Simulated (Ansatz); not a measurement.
According to LDA (plane waves, PAW; program Ansatz), Ta₂N in the anti-CdI2 type structure (P-3m1) relaxes to a = 3.059 Å, c = 4.794 Å. N has 6 nearest neighbours from 2.14 Å (octahedral); Ta has 3 nearest neighbours from 2.14 Å (trigonal pyramidal). Against the elements it lies at -1.04 eV/atom, with no fitted shifts.

Electronic character: metallic (no gap).

The bulk modulus is 2970 kbar. The highest mode at Γ lies at 72.1 meV.

The LDA relaxation kept the symmetry of its start. No spin polarisation was allowed. The volume moved by 15 % from the start of the relaxation. With an odd number of electrons in the cell and no spin polarisation, the count alone makes it a metal. The references are the lowest solids computed at this level, not always the standard phases (solids in place of the gases). Spin–orbit coupling is left out wherever it is not named.

Potentials: the later of the program's two PAW sets.
